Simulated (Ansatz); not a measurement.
BaCINO: field gradients at two levels of theory

Cell: a COD entry, ions relaxed with PBE at fixed cell.

Space group Pnma (No. 62); a = 8.5452, b = 4.7462, c = 11.6013 Å.

| site | Wyckoff | site symmetry | x | y | z |
| --- | --- | --- | --- | --- | --- |
| Ba | 4c | .m. | 0.7692 | 0.7500 | 0.6508 |
| C | 4c | .m. | 0.6185 | 0.2500 | 0.4513 |
| I | 4c | .m. | 0.0932 | 0.2500 | 0.6431 |
| N | 4c | .m. | 0.3286 | 0.7500 | 0.4535 |
| O | 4c | .m. | 0.4376 | 0.7500 | 0.6454 |

One atom of each set is listed.

First run. Level of theory: DFT, PBE, plane waves and PAW, scalar-relativistic, 420 eV cutoff, Γ-centred 3×5×2 k-points, Fermi–Dirac smearing 0.02 eV (Ansatz 0.2.0).

```json
{"site": "Ba", "V_zz (10²¹ V/m²)": "6.73", "η": "0.33"}
{"site": "C", "V_zz (10²¹ V/m²)": "-2.50", "η": "0.24"}
{"site": "I", "V_zz (10²¹ V/m²)": "-3.88", "η": "0.46"}
{"site": "N", "V_zz (10²¹ V/m²)": "-1.02", "η": "0.12"}
{"site": "O", "V_zz (10²¹ V/m²)": "10.92", "η": "0.10"}
```

Second run. The same atoms and settings, except that the functional is r2SCAN and the cutoff is 500 eV.

**Question.** Given the first result, estimate the second.

**Answer.** 

```json
{"site": "Ba", "V_zz": "6.89", "η": "0.31", "change of V_zz": "+0.16"}
{"site": "C", "V_zz": "-2.99", "η": "0.20", "change of V_zz": "-0.49"}
{"site": "I", "V_zz": "-3.98", "η": "0.38", "change of V_zz": "-0.10"}
{"site": "N", "V_zz": "-0.89", "η": "0.21", "change of V_zz": "+0.13"}
{"site": "O", "V_zz": "11.51", "η": "0.09", "change of V_zz": "+0.59"}
```

The largest change of V_zz is on O, from 10.92 to 11.51. In per cent, |V_zz| changes by +2 on Ba, +19 on C, +3 on I, -13 on N, +5 on O (all sites that start above 0.5).

Without spin–orbit coupling the gradients at and beside I can be off by some per cent, at some sites by more. The database positions were far from equilibrium, so the relaxed structure may not be the compound's real one.
For the second run: The largest force is 0.9 eV/Å, so the atoms aren't at the calculated equilibrium and relaxing them would move these values. With these PAW files V_zz is typically within 2 to 3 % of all-electron values, but misses above 10 % occur on I.
